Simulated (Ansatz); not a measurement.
## A plane-wave run on NbRh

Input file of Ansatz 0.2.0:

```yaml
crystal:
  lattice:
    - [2.88183263, 0.0, 0.0]
    - [0.0, 2.88183263, 0.0]
    - [0.0, 0.0, 3.86238582]
  atoms:
    - { symbol: Rh, position: [0.5, 0.5, 0.5] }
    - { symbol: Nb, position: [0.0, 0.0, 0.0] }
  symmetry: { tolerance: 0.0003 }
kpoints:
  mp_grid: { grid: [12, 12, 9], shift: [0, 0, 0] }
  band_path:
    path:
      - [0.0, 0.0, 0.0]
      - [0.0, 0.5, 0.0]
      - [0.5, 0.5, 0.0]
      - [0.0, 0.0, 0.0]
      - [0.0, 0.0, 0.5]
      - [0.0, 0.5, 0.5]
      - [0.5, 0.5, 0.5]
      - [0.0, 0.0, 0.5]
    npoints: 7
magnetization:
  spin_polarized: false
scf:
  occupations: { method: fermi_dirac, width: 0.0255 }
  lower_state_search: "off"
  max_iter: 200
hamiltonian:
  pseudopotentials: { kind: paw }
  xc: r2scan
basis:
  ecutwfc: 500
  fft_grid_basis: typed
output:
  forces: true
  stress: true
  eigenvalues: true
  bader: true
  populations: true
  elf: true
  write_potential: true
  volumetric_format: npy
  dos:
    e_range: [-12, 8]
    de: 0.05
    projected: { site_lists: { Nb: [Nb], Rh: [Rh] } }
checkpoint:
  read: saved_state
```

The run starts from an earlier solution of this cell. 

Excerpt of what it printed:

```
Pseudopotentials: kind: paw
Pseudopotential: Rh, paw, valence charge 17, recommended cutoff 500 eV (meta_gga), Rh.paw.azcp
Pseudopotential: Nb, paw, valence charge 13, recommended cutoff 500 eV (meta_gga), Nb.paw.azcp
Functional definition: r2SCAN
  exchange = r2scan_x(k0 = k0, k1 = k1, a1 = a1)
  correlation = r2scan_c
Crystal: 2 atoms, lattice volume = 32.077 Å³
Basis set: ecut = 500 eV, 823 PW (Γ), exchange–correlation on 96×96×120 points (64 copies of the dense FFT grid, shifted against one another)
Bands: 19, of which v1, the nominal top of the filled ones, is band 15 counted from 1 (14 counted from 0)
Symmetry: 16 space group operations
Space group: P4/mmm (ITA 123), of the structure as read, at distance tolerance 9.5e-4 Å
k-points: 140 of 1296
Initial density: read from a saved state, or passed on in memory by an earlier SCF of this step, an earlier step, the calling program or the single point that the run made first
Functional: x = r2scan, c = r2scan; τ floored in thin density (d = 2e-4 eV/Å³)
SCF iter   1: F=-10979.7907 eV  Δρ=6.16e-3  dr2=5.27e-3  dr2_τ=9.93e-3
SCF iter   2: F=-10979.7920 eV  Δρ=2.57e-3  dr2=1.14e-3  dr2_τ=2.16e-4
SCF iter   3: F=-10979.7857 eV  Δρ=3.90e-3  dr2=8.76e-3  dr2_τ=5.42e-4  recentre
SCF iter   4: F=-10979.7926 eV  Δρ=9.13e-4  dr2=8.18e-5  dr2_τ=1.64e-5
SCF iter   5: F=-10979.7926 eV  Δρ=1.75e-4  dr2=3.24e-6  dr2_τ=7.03e-7
SCF iter   6: F=-10979.7926 eV  Δρ=2.94e-5  dr2=1.24e-7  dr2_τ=1.35e-8
SCF iter   7: F=-10979.7926 eV  Δρ=6.43e-6  dr2=1.57e-8  dr2_τ=1.48e-9
Free energy (F): -10979.7926 eV
Harris-Foulkes:  -10979.7926 eV  (|F-HF|=8.25e-9)
Internal energy: -10979.7894 eV  (E = F + TS)
E sigma→0 (E₀):  -10979.7910 eV
Entropy (-TS):   -0.0033 eV (-1.629 meV/atom)
Fermi energy:    19.6354 eV
--- Stress (GPa, compression-positive) ---
       -6.0558       0.0000       0.0000
        0.0000      -6.0558       0.0000
        0.0000       0.0000      -4.8156
  P = ⅓ Tr σ = -5.6424 GPa (-56.424 kbar)
--- Bader charges: 2 sites ---
  site symbol  charge [e]  shift [e]
     0     Rh     -1.0427     0.0002
     1     Nb      1.0427     0.0002
```

Origin: a database entry at a rescaled volume.
